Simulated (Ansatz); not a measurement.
**Cs: two-dimensional strain map**

These are results of DFT r2SCAN, scalar-relativistic, plane waves, PAW in Ansatz, not measurements. The runs took a 500 eV cutoff, a Γ-centred 12×12×6 mesh and Gaussian smearing (0.15 eV). No spin polarisation. Energies are free energies at this smearing, counted from the undisturbed cell; pressure is positive in compression.

The undisturbed cell (as given, not relaxed at this level; it stands at 0.0 GPa; this form isn't the usual structure):

```xyz
2
Lattice="5.5663 0.0000 0.0000 -2.7832 4.8206 0.0000 0.0000 0.0000 9.2585" Properties=species:S:1:pos:R:3 pbc="T T T"
Cs    0.0000    3.2137    2.3146
Cs    2.7832    1.6069    6.9439
```

The cell is strained by p along both x and y and by q along z, fractional coordinates fixed. Points are written (p, q).

Energy above the undisturbed cell in meV/atom (a dash: not computed):

```
 p \ q  -0.080  -0.040  0.000  0.080
-0.080    49.1    36.1   29.5   32.7
 0.000     7.5       –    0.0   10.1
 0.080    13.5       –   16.5   32.9
```

Pressure in GPa:

| p \ q | -0.080 | -0.040 | 0.000 | 0.080 |
| --- | --- | --- | --- | --- |
| -0.080 | 0.7 | 0.5 | 0.4 | 0.2 |
| 0.000 | 0.2 | – | 0.0 | -0.1 |
| 0.080 | -0.1 | – | -0.2 | -0.3 |